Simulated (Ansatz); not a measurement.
An Ansatz (a first-principles code) input:

Ansatz 0.2 input:
```yaml
crystal:
  lattice:
    - [0.0, 4.6841532217, 4.6841532217]
    - [4.6841532217, 0.0, 4.6841532217]
    - [4.6841532217, 4.6841532217, 0.0]
  atoms:
    - { symbol: Cs, position: [0.25, 0.25, 0.25] }
    - { symbol: Cs, position: [0.75, 0.75, 0.75] }
    - { symbol: Cs, position: [0.5, 0.5, 0.5] }
    - { symbol: Bi, position: [0.0, 0.0, 0.0] }
kpoints:
  mp_grid: { grid: [4, 4, 4] }
hamiltonian:
  xc: hse06
  pseudopotentials: { kind: paw }
scf:
  n_extra_bands: 6
  occupations: { method: fixed }
output:
  eigenvalues: true
  eigenstates:
    e_range: [-9.0, 9.2]
    kpoints:
      - [0.0, 0.5, 0.5]  # VBM
      - [0.0, 0.0, 0.0]  # CBM
      - [0.0, 0.0, 0.0]  # GAMMA
      - [0.5, 0.0, 0.5]  # X
      - [0.5, 0.5, 0.5]  # L
      - [0.5, 0.25, 0.75]  # W
      - [0.375, 0.375, 0.75]  # K
      - [0.625, 0.25, 0.625]  # U
```

How many symmetry operations and irreducible k-points will the run report?

48 operations, 8 of 64 k-points.

With a cutoff of 420 eV, how many plane waves at Γ?

4015.

It took very roughly 10 core-minutes on shared server cores.

The points marked VBM and CBM come from a semilocal run.

Space group Fm-3m. The workflow started from a Materials Project entry (that database holds measured and hypothetical structures alike); the Crystallography Open Database copy checked does not list it. With Cs and Bi taken as one species the cell has the higher symmetry Im-3m, so it may be an ordered model of a mixed-site phase. Its standing as an ambient phase is unchecked. The r²SCAN relaxation kept the symmetry of its start; of distortions, only those at the zone centre were tested. Scalar-relativistic: spin–orbit coupling is off unless named, which matters more the heavier the elements.

Potentials: the later of the program's two PAW sets.

Ansatz is a plane-wave DFT program.
